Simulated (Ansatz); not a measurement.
Input:

YSi2 (fluorite, Fm-3m), a = b = c = 6.5044 Å, α = β = γ = 90.00°; the cell used has 3 atoms.

This is the PBEsol-relaxed structure.

Question: All from plane-wave PAW PBEsol (Ansatz code), unless another level is named. Estimate the bulk modulus (Birch–Murnaghan fit).

Answer: 61.0 GPa.

Question: Predict the highest zone-centre frequency.

Answer: 267 cm^-1.

Question: And the elastic constants (relaxed ions, GPa)?

Answer: C11 = 34.5, C12 = 74.0, C44 = -21.4.

The cell is a constructed one: a structure type filled with these elements; neither database checked (COD, Materials Project) lists it. COD files the formula under space group No. 191, so this cell is another polymorph or a model. Its standing as an ambient phase is unchecked. The cell was relaxed with PBEsol under the symmetry of its start. At this level the phase is mechanically unstable. The run is not spin-polarised. As this level gives no gap, shear constants depend on the k-mesh and smearing (Fermi–Dirac, 0.1 eV here). As this level gives no gap, phonon frequencies hold no LO–TO term and depend on the k-mesh and smearing (Fermi–Dirac, 0.1 eV here).

Potentials: the later of the program's two PAW sets.
